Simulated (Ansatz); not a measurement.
Ansatz input

```yaml
crystal:
  lattice:
    - [2.6165291088, 0.0, 0.0]
    - [-1.3082645544, 2.265980678, 0.0]
    - [0.0, 0.0, 4.4100444563]
  atoms:
    - { symbol: Pd, position: [0.3333333333, 0.6666666667, 0.25], spin: 0.5 }
    - { symbol: Pd, position: [0.6666666667, 0.3333333333, 0.75], spin: 0.5 }
hamiltonian:
  xc: lda
  pseudopotentials:
    kind: paw
    azcp:
      Pd: "pseudopotentials/Pd.paw.azcp"
basis:
  ecutwfc: 420
  fft_grid_basis: typed
kpoints:
  mp_grid: { grid: [15, 15, 8], shift: [0, 0, 0] }
magnetization:
  spin_polarized: true
scf:
  occupations: { method: fermi_dirac, width: 0.05 }
  lower_state_search: "off"
output:
  stress: true
```

Output

```
Warning: the record states the generating functional pbe (its physics header spells it `PBE`), which answers neither for hamiltonian.xc's functional nor for the lda family's — results may be inconsistent (PPs are generated against a specific XC)
Engine: ansatz 0.2.0, x86_64-unknown-linux-gnu
Pseudopotentials: kind: paw
Pseudopotential: Pd, paw, valence charge 18, recommended cutoff 420 eV (normal) 
Functional definition: SPW92
  exchange = slater_x
  correlation = pw_c
Crystal: 2 atoms, lattice volume = 26.147 Å³
Basis set: ecut = 420 eV, 537 PW (Γ)
Bands: 23, of which v1, the nominal top of the filled ones, is band 18 counted from 1 (17 counted from 0)
Symmetry: 24 space group operations
Space group: P63/mmc (ITA 194), of the structure as read, at distance tolerance 3.0e-5 Å
Magnetic group: BNS 194.263 (UNI 1493), of the structure as read, at distance tolerance 3.0e-5 Å
k-points: 135 of 1800
Non-local potential: Pd, projectors of the file, l = 0: 2, l = 1: 2, l = 2: 2, l = 3: 1
PAW form: soft (Blöchl's): semilocal exchange-correlation on the pseudo side does not see the compensation charge
PAW frozen core: Pd, regenerated for the run's functional, and the local potential with it (the file was generated under x = pbe(κ = 0.804, μ = 0.2195149727645171), c = pbe(β = 0.06672455060314922))
PAW one-centre angular grid: Pd, 590 points (default); XC on 64 Gauss nodes
Initial density: superposition of atomic densities (chi_scale 0.1, normalization cell)
Starting moments: Σ|m| = 1 μB on 2 of 2 sites
Initial wavefunctions: pseudopotential atomic-orbital guess
Functional: x = slater, c = lda
SCF iter   1: F=—  HF=-13691.115037 eV  |F-HF|=—  |Δ(HF+E_count)|=         —  Δρ=9.90e-2 (↑9.90e-2 ↓7.54e-2)  dr2=7.20e0  dr2_m=6.76e-2  M=0.559 μB ∫|m|=0.568 μB  β_m=0.30  ethr=3.10e-3  ⟨swp⟩=5.8  Hψ=26295  notcnv=0
spin=Collinear: Kerker preconditioning applied to the charge; magnetization (m = ρ↑ − ρ↓) channel mixes plain (no charge-response kernel on spin).
SCF iter   2: F=—  HF=-13689.734447 eV  |F-HF|=—  |Δ(HF+E_count)|=    1.38e0  Δρ=6.05e-2 (↑6.05e-2 ↓4.54e-2)  dr2=2.57e0  dr2_m=3.64e-2  M=0.538 μB ∫|m|=0.550 μB  β_m=0.30  ethr=3.10e-3  ⟨swp⟩=2.4  Hψ=12085  notcnv=0  defer=97
SCF iter   3: F=—  HF=-13688.960368 eV  |F-HF|=—  |Δ(HF+E_count)|=   7.74e-1  Δρ=2.05e-2 (↑1.51e-2 ↓2.05e-2)  dr2=9.22e-2  dr2_m=1.88e-2  M=0.523 μB ∫|m|=0.539 μB  β_m=0.30  ethr=3.10e-3  ⟨swp⟩=2.5  Hψ=10511  notcnv=0  defer=97
SCF iter   4: F=—  HF=-13688.949698 eV  |F-HF|=—  |Δ(HF+E_count)|=   1.07e-2  Δρ=8.16e-3 (↑8.07e-3 ↓8.16e-3)  dr2=4.47e-3  dr2_m=1.41e-2  M=0.486 μB ∫|m|=0.502 μB  β_m=0.30  ethr=2.56e-4  ⟨swp⟩=2.0  Hψ=13905  notcnv=0  defer=118
SCF iter   5: F=—  HF=-13688.951835 eV  |F-HF|=—  |Δ(HF+E_count)|=   2.14e-3  Δρ=6.89e-3 (↑6.75e-3 ↓6.89e-3)  dr2=8.56e-4  dr2_m=1.06e-2  M=0.453 μB ∫|m|=0.469 μB  β_m=0.30  ethr=1.24e-5  ⟨swp⟩=2.0  Hψ=8427  notcnv=0  defer=118
SCF iter   6: F=—  HF=-13688.952520 eV  |F-HF|=—  |Δ(HF+E_count)|=   6.85e-4  Δρ=5.89e-3 (↑5.89e-3 ↓5.84e-3)  dr2=3.03e-5  dr2_m=8.23e-3  M=0.423 μB ∫|m|=0.439 μB  β_m=0.30  ethr=2.38e-6  ⟨swp⟩=2.5  Hψ=10225  notcnv=0  defer=118
...
iter 18 did not close the SCF: its close was put off for a magnetic moment that had not settled (scf_convergence_deferred on its scf_iter line)
SCF iter  18: F=-13688.959095 eV  HF=-13688.959095 eV  |F-HF|=5.54e-9  |Δ(HF+E_count)|=   9.00e-9  Δρ=4.02e-6 (↑4.02e-6 ↓2.31e-6)  dr2=6.90e-9  dr2_m=3.49e-10  M=-0.000 μB ∫|m|=0.000 μB  β_m=0.88  ethr=1.17e-10  ⟨swp⟩=2.0  Hψ=18456  notcnv=0
SCF iter  19: F=-13688.959095 eV  HF=-13688.959095 eV  |F-HF|=8.19e-11  |Δ(HF+E_count)|=   1.62e-9  Δρ=8.22e-7 (↑8.22e-7 ↓7.56e-7)  dr2=2.83e-10  dr2_m=3.40e-11  M=-0.000 μB ∫|m|=0.000 μB  ethr=1.92e-11  ⟨swp⟩=1.1  Hψ=17113  notcnv=0
WARN: the starting moments were not kept: the SCF closed with an absolute magnetisation of 4.2e-5 μB, where they sum to 1 μB in size (2 sites). That is at most 0.1 of that sum. Measured as dr2_m measures the in/out step, that magnetisation stands 6.9e-10 eV from none, at or under the dr2_threshold of 1.0e-7 eV: it is no larger than a step whose dr2_m would equal this threshold. The system may hold no moment; this SCF shows only that its start led to no more than that. To try another start: raise the starting moments (crystal.atoms[].spin, magnetization.per_species, magnetization.initial_magnetization, or on a non-collinear deck that types none of these the spinor_matrix: blocks that start its atoms; where the total moment is fixed, keep their sum and leave initial_magnetization as it is; typed ones take the place of any that the run laid by itself, positive ones on a crystal's lanthanoids without a Hubbard term where scf.initial_density.shell_occupations: [] is typed) or, if the notice of its spin-set hold's release reads "site moments contracting" or "site moments show no strong build", lengthen the hold (scf.mixing.spin_hold: { on: { confirm: 4 } }; for m-r²SCAN on two components see the key's manual first). Each may lead to a state that holds a moment. A second SCF, from the converged charge density, with the starting moments and any scf.initial_density.shell_occupations laid on it anew, would have followed, and was not run: the deck does not ask for one (magnetization.retry_lost_moments is false, the default). To let it run, set magnetization.retry_lost_moments: true and run the deck again, where that key's refused combinations let it; where memory then withholds it, that run's warning says so.
The SCF converged. Along the directions that its mixing steps explored, a Ritz value of the dielectric operator 1 − χ₀K read negative at each of the last 4 readings (its real part and the size of its imaginary part sum to between -5.0 and -2.7).
SCF 1 converged in 19 iterations: F = -13688.959095 eV  dr2 = 2.83e-10
No search for a lower state was made along the close's negative reading: the deck asks for none (scf.lower_state_search: off) (following: asked_to_warn; scf.lower_state_search in the input reference).
SCF converged after 19 iterations
Magnetization: -0.0000 μB (18.0000 up, 18.0000 down)
Absolute magnetization: 0.0000 μB (∫|ρ↑−ρ↓|, with the PAW one-centre terms)
Spin contamination: 0.0000 ħ² per cell (⟨S²⟩ above its minimum at these occupations)
Per-site moments (μB) at R_I (Å): [(-2.0638065765663638e-5, 1.0793182573889888), (-2.0638065765282798e-5, 1.0793182573889888)]
Free energy (F): -13688.959095 eV
Harris-Foulkes:  -13688.959095 eV  (|F-HF|=8.19e-11)
Internal energy: -13688.924205 eV  (E = F + TS)
E sigma→0 (E₀):  -13688.941650 eV
Entropy (-TS):   -0.034890 eV (-17.445 meV/atom)
Fermi energy:    22.915931 eV
--- Per-component energies (eV) ---
  E_band       = -177.145663
  E_kinetic    = 1034.241805
  E_local      = -3167.192827  (includes V_loc(G=0)·N_el)
  E_nonlocal   = 445.720674
  E_hartree    = 1300.666872
  E_xc         = -338.621260
  E_vxc        = -426.933272  (∫ρ·V_xc dr)
  E_paw        = -7245.962305  (= ΣΔE_a)
  E_vpaw       = -664.316045  (= ΣTr[D̂ρ^β])
  E_aug_tail   = 0.000401  (compensation charges beyond the density's cutoff)
  E_ewald      = -5719.139032
  E_core_change = 1.361468  (= ΣΔE_core)
  E_smearing   = -0.034890  (= −TS)
  E_closure    = -0.000000  (closes the sum)
  Σ components = -13688.959095   (vs F -13688.959095, Δ=0.00e0)
--- Stress (GPa, compression-positive) ---
       24.111142       0.000000      -0.000000
        0.000000      24.111142      -0.000000
       -0.000000      -0.000000      22.258718
  P = ⅓ Tr σ = 23.4937 GPa (234.937 kbar)
```
